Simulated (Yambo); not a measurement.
Ca$_{2}$Ge (anti-fluorite, space group Fm-3m, No. 225): a test of whether the lowest BSE state is resolved, against the k mesh (Yambo, PBEsol bands; otherwise 3 valence and 9 conduction bands, static screening with 49 bands and a 4 Ry block, scissor 0.84 eV, Tamm-Dancoff).

```
k mesh  direct gap (eV)  lowest state (eV)  difference (eV)  k points taking part  rough cost
------  ---------------  -----------------  ---------------  --------------------  ----------
4×4×4              1.34               1.24             0.10                   3.1  about 1/30
6×6×6              1.34               1.25             0.10                   3.1   about 1/5
8×8×8              1.34               1.26             0.08                   3.1           1
```

The last step moves the difference by 0.02 eV. Even the densest mesh doesn't resolve the state: none of these energies is a result, and the difference is no binding energy.

These are vertical excitations (zero momentum). The scissor comes from a G0W0 run whose convergence isn't established; costs are rough.

Spin-orbit splittings are left out.

The standard potential for Ge keeps a d shell in the valence without the s and p states of that shell. In tests on such compounds this moved G0W0 gaps by up to about 0.9 eV, so absolute quasiparticle energies here are unreliable; differences between settings are what counts.

Geometry relaxed with PBEsol; primitive cell a = b = c = 5.029 Å, α = β = γ = 60.00°.

The structure is a Materials Project entry; no match was found in the copy of COD used, and its stability was not checked.
